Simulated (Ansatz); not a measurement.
TiRe: moving Re off its site

TiRe, Pm-3m, a = 3.118 Å (as given, not relaxed at this level: -7.6 GPa). The structure is a COD entry; whether it is the stable form wasn't checked. Ansatz: PBEsol, PAW, 420 eV, Γ-centred 16×16×16 mesh on 2 atoms, Gaussian smearing 0.15 eV; no spin polarisation.

```xyz
2
Lattice="3.1180 0.0000 0.0000 0.0000 3.1180 0.0000 0.0000 0.0000 3.1180" Properties=species:S:1:pos:R:3 pbc="T T T"
Ti    1.5590    1.5590    1.5590
Re    0.0000    0.0000    0.0000
```

Atom 2 (Re) moves by x along the unit vector (-0.577, -0.577, -0.577), with its periodic images; all else is held. y is the free energy of the cell over the start, F the force along the path summed over the moved atoms. Symmetry makes y even in x.

| x (Å) | y (meV) | F (eV/Å) |
| --- | --- | --- |
| -0.3000 | ? | ? |
| -0.1500 | 107.8 | 1.44 |
| 0.0000 | 0.0 | 0.00 |
| 0.0375 | 6.7 | -0.36 |
| 0.0750 | 26.9 | -0.72 |
| 0.1125 | 60.6 | -1.08 |
| 0.1875 | 168.2 | -1.79 |
| 0.2250 | 241.6 | -2.13 |
| 0.2625 | 327.5 | -2.46 |

Problem. Fit y = c2 x² + c4 x⁴ to the energies of the other rows, give the force constant, and predict energy and force of the missing row.

Solution. Least squares on the rows shown. y = 4811.9 x² − 838.54 x⁴. The force constant is 2 c2 = 9.62 eV/Å², for the cell as given, at -7.6 GPa (for all images moving together, not for a lone atom). With two atoms in a cubic cell this is the optical mode at Γ (in a metal it hangs on mesh and smearing): ω = 521.5 √(2 c2/μ) = 262 cm⁻¹ for μ = 38.08 u. The force −dy/dx at the missing row is 2.80 eV/Å (computed 2.78). At x = -0.3000 the fit asked for gives 426.3 meV. The run gave 425.6 meV, so the fit is 0.7 meV too high, a small miss on the scale of the series.

Spin–orbit coupling is left out, which can shift energies with elements as heavy as these.